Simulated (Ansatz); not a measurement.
## The polar optical mode of KBr at 2 GPa, worked through

All numbers below come from Ansatz 0.2.0, DFT LDA, scalar-relativistic, plane waves, PAW. Cutoff 420 eV, 6×6×6 k-points (Γ-centred), fixed occupations. No spin polarisation. Phonons by linear response, acoustic sum rule imposed.

The cell, relaxed at 2 GPa:
```
K Br
1.0
     0.00000    3.10140    3.10140
     3.10140    0.00000    3.10140
     3.10140    3.10140    0.00000
K Br
1 1
Direct
  0.00000 0.00000 0.00000
  0.50000 0.50000 0.50000
```

At this pressure the crystal is close to a known change of phase.

Linear response gives ν_TO = 154.4 cm⁻¹, Born charges ±1.082 e (positive on K) and ε∞ = 2.872. The primitive cell holds 59.663 Å³, and the masses are 39.098 and 79.904 amu.

Question: Find ν_LO and the static dielectric constant.

Answer: The long-wave field adds a restoring force: ω_LO² − ω_TO² = Z*²e²/(ε_vac ε∞ μV). In these units ν_LO² − ν_TO² = 4.92064×10⁷ Z*²/(μ V ε∞) cm⁻², with μ = m₁m₂/(m₁ + m₂) = 26.253 amu: 12810 cm⁻². So ν_LO = √(154.4² + 12810) = 191.4 cm⁻¹, and the run gives 191.4. Lyddane–Sachs–Teller then gives ε0 = ε∞ (ν_LO/ν_TO)² = 4.41, against 4.41 in the run (it forms both from the same three quantities, so the match checks the arithmetic only). Between ν_TO and ν_LO the dielectric function is negative and an undamped crystal reflects fully: a reststrahlen band from 52.2 to 64.8 μm.

Question: What do the Clausius–Mossotti polarisability and the Szigeti charge come to?

Answer: With the Lorentz local field, α = (3V/4π)(ε∞ − 1)/(ε∞ + 2) = 5.47 Å³ for the pair, and e_S = 3Z*/(ε∞ + 2) = 0.67 e. The Born charge includes the electrons' response to the dipole's own local field, and e_S takes that enhancement out. The Lorentz field assumes point-like polarisable ions, a fair picture at this small ε∞.

Question: How strongly does a slow electron couple to the LO mode?

Answer: For one isotropic parabolic band, Fröhlich's constant is α_F = (1/ε∞ − 1/ε0) √(m* Ry/ħω_LO), with Ry = 13.606 eV, ħω_LO = 23.7 meV and m* in free-electron masses: α_F = 0.1217 × 23.94 × √m* = 2.91 √m*. The band mass isn't part of this run; for m* = 0.1, 0.3 and 1 it gives 0.92, 1.60, 2.91. In weak coupling the polaron lies α_F ħω_LO below the band edge (38 meV at m* = 0.3) with a mass m*(1 + α_F/6); past α_F of about 5 or 6 that expansion fails. A semilocal functional's ε∞ tends to be too large, which taken alone lowers α_F.